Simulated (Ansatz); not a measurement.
SiGe:
```cif
data_Ge2Si2
_chemical_formula_sum 'Si2 Ge2'
_space_group_name_H-M_alt 'Pmma'
_space_group_IT_number 51
_space_group_name_Hall '-P 2a 2a'
_cell_length_a 3.91972
_cell_length_b 3.92555
_cell_length_c 5.53403
_cell_angle_alpha 90.000
_cell_angle_beta 90.000
_cell_angle_gamma 90.000
loop_
_atom_site_label
_atom_site_type_symbol
_atom_site_symmetry_multiplicity
_atom_site_Wyckoff_symbol
_atom_site_fract_x
_atom_site_fract_y
_atom_site_fract_z
_atom_site_occupancy
Si1 Si 2 e 0.25000 0.00000 0.11976 1
Ge1 Ge 2 f 0.25000 0.50000 0.36916 1
```

Relaxed with PBEsol.

Task: Decompose the optical modes at the zone centre into irreducible representations, and say which are infrared and Raman allowed.

Result: Point group mmm: Γ_opt = 2Ag + B1u + 2B2g + B2u + 2B3g + B3u. Infrared: B1u, B2u, B3u. Raman: Ag, B2g, B3g.

Task: Assign frequencies (DFPT, the program Ansatz at the PBEsol level (PAW); without the LO–TO term).

Result: B3g 94, B3u 101, Ag 262, B2g 279, B1u 321, B2u 368, B3g 413, Ag 450, B2g 480 cm⁻¹.

Subscripts of B labels follow the axes of the standard setting.

The start of the workflow was typed in or built on a structure type; neither database checked (COD, Materials Project) lists it. Its standing as an ambient phase is unchecked. The PBEsol relaxation kept the symmetry of its start; whether a distortion lowers the energy is not shown.

Potentials: the earlier of the program's two PAW sets. The files were generated under PBE; for other functionals the program regenerates the frozen cores, and for LDA and PBEsol the local potential too.
